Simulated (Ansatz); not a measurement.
**InAg$_{3}$: strain energy, fitted**

InAg$_{3}$, Pm-3m, a = 4.138 Å. The structure is a COD entry; whether it is the stable form wasn't checked. Ansatz: PBEsol, PAW, 420 eV, Γ-centred 12×12×12 mesh on 4 atoms, Gaussian smearing 0.10 eV; no spin polarisation. Series: biaxial strain in the a-b plane, c and atoms relaxed; x is the strain in per cent. y is the free energy over the unstrained cell, V0 = 17.716 Å³/atom.

| x (%) | y (meV/atom) |
| --- | --- |
| -6.0 | ? |
| -4.0 | 17.03 |
| -2.0 | 3.68 |
| 0.0 | 0.00 |
| 2.0 | 1.70 |
| 4.0 | 5.07 |
| 6.0 | 11.20 |

Problem. Fit y = c2 x² + c3 x³ to the other rows, turn c2 into a modulus, and predict the missing energy.

Solution. Least squares on the rows shown. y = 0.73858 x² − 0.074674 x³. In eV per unit strain² c2 is 7.386; M is the biaxial modulus (E = M V0 ε²): 7.386 × 160.2 / (17.716) = 67 GPa. With a term in x⁴ added, the coefficient of x² becomes 0.5630, 24 % less, which shows how far this figure hangs on the form. At x = -6.0 the fit asked for gives 42.72 meV/atom. The run gave 47.74 meV/atom, so the fit is 5.02 meV/atom too low, 11 % of the span of the series, against an rms of 1.01 meV/atom on the fitted rows. The row lies outside the fitted range. With a term in x⁴ added, a fit to the same known rows predicts 51.27 meV/atom, a smaller miss on the other side.

Cost: 7 runs of about 17 core-minutes in all, on Arm Neoverse V1 (shared hosts).